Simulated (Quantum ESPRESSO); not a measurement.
```
RbScMo2O8
1.0
    5.90598     0.00000     0.00000
   -2.95299     5.11473     0.00000
    0.00000     0.00000     7.80396
O Sc Rb Mo
8 1 1 2
Cartesian
 -1.49117   4.27075   2.63665
  4.44416   0.84398   5.16731
  0.00000   1.68796   2.63665
  2.95299   3.42677   5.16731
  1.49117   4.27075   2.63665
  1.46182   0.84398   5.16731
  0.00000   3.40982   0.32800
  2.95299   1.70491   7.47596
  0.00000   0.00000   3.90198
  0.00000   0.00000   0.00000
  0.00000   3.40982   2.07609
  2.95299   1.70491   5.72787
```

The geometry is that of Materials Project entry mp-1209180, symmetrised and not relaxed again.

**Question.** What does norm-conserving PBEsol (Quantum ESPRESSO, 84 Ry, without SOC) give for the electronic structure near the Fermi level?

**Answer.** The PBEsol gap is direct, 3.45 eV at Γ. Spin-orbit splittings are left out.

The structure is a Materials Project entry; no match was found in the copy of COD used, and its stability was not checked.
